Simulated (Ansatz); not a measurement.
Values for one crystal, relaxed and computed with LDA (plane waves, PAW; program Ansatz); other levels are named.

* **Volume per atom**: 11.06 Å³
* **Band gap**: 1.96 eV (direct)
* **Hole effective mass, band 3 of 3 at the edge**: 0.18 along [100], 0.15 along [110], 0.15 along [111] (mₑ)
* **Zone-centre stability**: no imaginary mode at Γ
* **Poisson's ratio**: 0.27
* **Pressure derivative B′**: 4.4
* **Young's modulus**: 284 GPa

**Question.** Which of these materials gives this?
A) KI, rock salt
B) AgI, zinc blende
C) GaN, zinc blende
D) MgS, zinc blende

**Answer.** C, GaN, zinc blende

Space group F-43m (zinc blende). The LDA relaxation kept the symmetry of its start. Spin–orbit coupling is left out wherever it is not named.

Potentials: the later of the program's two PAW sets.
